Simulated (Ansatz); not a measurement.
**CaIrC₄N₄: start and end of a relaxation**

Recipe of this trial structure of CaIrC₄N₄: stacked square cyanide-bridged sheets (P4/mmm, No. 123). Lengths were set from tabulated atomic sizes, so they are only a guess.

POSCAR.start

```
Ca Ir C N
1.0
     7.49109    0.00000    0.00000
     0.00000    7.49109    0.00000
     0.00000    0.00000    4.18133
Ca Ir C N
1 1 4 4
Direct
  0.50000 0.50000 0.00000
  0.00000 0.00000 0.00000
  0.18095 0.81905 0.00000
  0.81905 0.18095 0.00000
  0.18095 0.18095 0.00000
  0.81905 0.81905 0.00000
  0.29139 0.70861 0.00000
  0.70861 0.29139 0.00000
  0.29139 0.29139 0.00000
  0.70861 0.70861 0.00000
```

All numbers below come from DFT PBE, scalar-relativistic, plane waves, PAW in Ansatz 0.2.0. Cutoff 420 eV, Gaussian smearing, Γ-centred meshes. Cell and atoms relax first on a coarse mesh and then on a converged one. In between, the cell is made exact in the group found at 0.06 Å. The steps can't lower the symmetry of their start. Collinear spin, starting moments Ir 1.0 μB.

POSCAR.end

```
Ca Ir C N
1.0
     7.82201    0.00000    0.00000
     0.00000    7.82201    0.00000
     0.00000    0.00000    6.57585
Ca Ir C N
1 1 4 4
Direct
  0.50000 0.50000 0.00000
  0.00000 0.00000 0.00000
  0.18083 0.81917 0.00000
  0.81917 0.18083 0.00000
  0.18083 0.18083 0.00000
  0.81917 0.81917 0.00000
  0.28671 0.71329 0.00000
  0.71329 0.28671 0.00000
  0.28671 0.28671 0.00000
  0.71329 0.71329 0.00000
```

The symmetry stays P4/mmm (No. 123). The volume per atom grows by 71.5 %, from 23.5 to 40.2 Å³. The shortest distance stays 1.17 Å (C–N). The ratio c/a of the conventional cell changes by a factor of 1.51. The energy falls by about 0.08 eV/atom (the start's value is from the coarse mesh).

```json
{"Volume per atom": "40.2 Å³", "Density": "1.4 g/cm³", "Energy over the elements": "+0.032 eV/atom", "Gap on the 6×6×6 mesh of the 10-atom cell": "0.44 eV", "Net moment per atom": "0.10 μB", "Moment by site": "Ir 0.5 μB"}
```

Formation energies are uncorrected and refer to the elements' standard structures at the same level (N₂ as a molecule). It can't be a ground state, since the elements alone are lower.

The last run used collinear spin and Gaussian smearing of 0.02 eV. Weakly bound directions are ill-defined at this level, which has no dispersion term. These runs have no spin–orbit coupling, which can matter for Ir. Kohn–Sham gaps at this level usually fall short of measured ones. The reference form of C is held partly by dispersion forces, which this level lacks. The magnetic state reached may not be the lowest. A structure relaxed within its symmetry needn't be a true minimum. In all, the 4 runs took 22 min on 1 thread of AMD EPYC 9R45 96-Core Processor (Zen 5) (shared host). Site moments count only spheres around the atoms; the net moment includes the space between them.
